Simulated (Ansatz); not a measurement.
A geometry of HfO2 away from equilibrium: the start of the relaxation of a generated cell, HfO2 placed in the tetragonal-ZrO2 structure type. The numbers are results of r2SCAN (plane waves to 500 eV, PAW, scalar-relativistic; Ansatz, a program for electronic structure), not measurements. Γ-centred k-mesh 7×7×5 on the run's cell (coarser than for final values), Fermi–Dirac smearing 0.05 eV.

```xyz
6
Lattice="3.5874 0.0000 0.0000 0.0000 3.5874 0.0000 0.0000 0.0000 5.1619" Properties=species:S:1:pos:R:3:forces:R:3 pbc="T T T" free_energy=-33754.017 pressure_GPa=-1.5
Hf     0.0000     0.0000     0.0000    0.0000    0.0000    0.0000
Hf     1.7937     1.7937     2.5809    0.0000    0.0000    0.0000
O      0.0000     1.7937     1.0494    0.0000    0.0000   -0.1377
O      0.0000     1.7937     3.6304    0.0000    0.0000   -0.1377
O      1.7937     0.0000     1.5315    0.0000    0.0000    0.1377
O      1.7937     0.0000     4.1125    0.0000    0.0000    0.1377
```

Positions in Å, forces in eV/Å, free energy of the cell in eV (comparable only within this code, potentials and settings). Largest force: 0.14 eV/Å, on O3, O4, O5, O6 (atoms numbered as listed); the geometry lies under 0.01 eV/atom above the end of its relaxation.

No spin polarisation in the result.

The run could not lose the symmetry of its start; a randomly shaken copy of 12 atoms returns to this structure.
